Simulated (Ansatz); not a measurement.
Sn, DFT, PBEsol, all-electron LAPW, scalar-relativistic (Ansatz 0.2.0), run on 1 thread of Intel(R) Xeon(R) 6975P-C (Granite Rapids) on a shared host.

The cell is COD entry 9008568, as deposited and not checked against the literature; nothing was relaxed. The listed cell was then made from it by scaling, straining or moving an atom.

Command: `ansatz run input.yaml --threads 1 --pin off --max-ram 3072MiB --backend cpu --events-out ev --progress --plain --runs-dir out`

```yaml
crystal:
  lattice:
    - [0.0, 3.1793446744, 3.1793446744]
    - [3.1793446744, 0.0, 3.1793446744]
    - [3.1793446744, 3.1793446744, 0.0]
  atoms:
    - { symbol: Sn, position: [0.5, 0.5, 0.5] }
    - { symbol: Sn, position: [0.75, 0.75, 0.75] }
kpoints:
  mp_grid: { grid: [11, 11, 11] }
  band_path:
    path:
      - [0.0, 0.0, 0.0]
      - [0.5, 0.0, 0.5]
      - [0.625, 0.25, 0.625]
      - [0.375, 0.375, 0.75]
      - [0.0, 0.0, 0.0]
      - [0.5, 0.5, 0.5]
      - [0.5, 0.25, 0.75]
      - [0.5, 0.0, 0.5]
    npoints: 5
scf:
  occupations: { method: fermi_dirac, width: 0.05 }
hamiltonian:
  xc: pbesol
  pseudopotentials: { kind: all_electron, lapw: { basis_error: 0.001 } }
output:
  forces: true
  stress: true
  eigenvalues: true
```

(1) How large is the problem that the program sets up?

(2) Estimate the wall time and the peak memory.

Results:

(1) 56 irreducible k-points, 609 plane waves at Γ, 27 bands.

(2) 11 s of wall time for 6 SCF iterations, with a peak of 0.4 GiB. Times on shared machines scatter by tens of per cent.
